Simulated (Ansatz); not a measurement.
A trial cell of BiB₁₂, before relaxation:

```
CELL_PARAMETERS angstrom
0.00000 3.83705 3.83705
3.83705 0.00000 3.83705
3.83705 3.83705 0.00000
ATOMIC_POSITIONS crystal
B 0.83864 0.16136 0.50000
B 0.16136 0.83864 0.50000
B 0.50000 0.83864 0.16136
B 0.16136 0.50000 0.50000
B 0.50000 0.50000 0.83864
B 0.50000 0.50000 0.16136
B 0.50000 0.83864 0.50000
B 0.16136 0.50000 0.83864
B 0.83864 0.50000 0.50000
B 0.50000 0.16136 0.50000
B 0.83864 0.50000 0.16136
B 0.50000 0.16136 0.83864
Bi 0.00000 0.00000 0.00000
```

All numbers below come from Ansatz 0.2.0, DFT PBE, scalar-relativistic, plane waves, PAW. Cutoff 420 eV, Gaussian smearing, Γ-centred meshes. Cell and atoms relax first on a coarse mesh and then on a finer one. In between, the cell is made exact in the group found at 0.06 Å. In metals the finer mesh still leaves noise of several meV/atom or more. The steps can't lower the symmetry of their start. No spin polarisation.

A guess keeps its type if space group and coordination stay and the shape of the cell changes little (axis ratios within about 15 %, angles within 6°); the volume may change.

Task: Does this structure survive the relaxation?

Result: It keeps its type. The symmetry stays Fm-3m (No. 225). The volume per atom shrinks by 2.6 %, from 8.7 to 8.5 Å³. The shortest distance goes from 1.75 Å (B–B) to 1.74 Å (B–B). Counting neighbours within 15 % of an atom's shortest distance, the start has B 5, Bi 24 and the end B 5, Bi 24.

Formation energies are uncorrected and refer to the elements' standard structures at the same level.

Task: At what energy does it end?

Result: +0.28 eV/atom. It can't be a ground state, since the elements alone are lower.

The last run used an 8×8×8 mesh for its 13-atom cell and Gaussian smearing of 0.10 eV. Spin–orbit coupling, which can matter for Bi, is left out. The cell is a metal run without spin; a magnetic state may lie lower. A structure relaxed within its symmetry needn't be a true minimum.
